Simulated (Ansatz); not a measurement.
NaF:
```yaml
crystal:
  lattice:
    - [0.00000, 2.35053, 2.35053]
    - [2.35053, 0.00000, 2.35053]
    - [2.35053, 2.35053, 0.00000]
  atoms:
    - { symbol: Na, position: [0.00000, 0.00000, 0.00000] }
    - { symbol: F, position: [0.50000, 0.50000, 0.50000] }
```

x, y and z are the axes in which the lattice vectors are written.

Task: Give the high-frequency dielectric tensor and the Born effective charge tensors of the independent atoms from DFPT, PBE (plane waves, PAW; program Ansatz).

Result: 
ε∞:
```
1.86  0.00  0.00
0.00  1.86  0.00
0.00  0.00  1.86
```
Z* of atom 1 (Na), rows: field, columns: displacement, in e:
```
1.02  0.00  0.00
0.00  1.02  0.00
0.00  0.00  1.02
```
Z* of atom 2 (F), rows: field, columns: displacement, in e:
```
-1.02   0.00   0.00
 0.00  -1.02   0.00
 0.00   0.00  -1.02
```

Static charges for comparison (Bader): Na1 +0.88, F2 -0.88 e. Born charges measure polarisation by displacement and can exceed these by far.

Space group Fm-3m (rock salt). The cell was relaxed with PBE under the symmetry of its start; phonons on a q-mesh show no instability.

Potentials: the later of the program's two PAW sets.
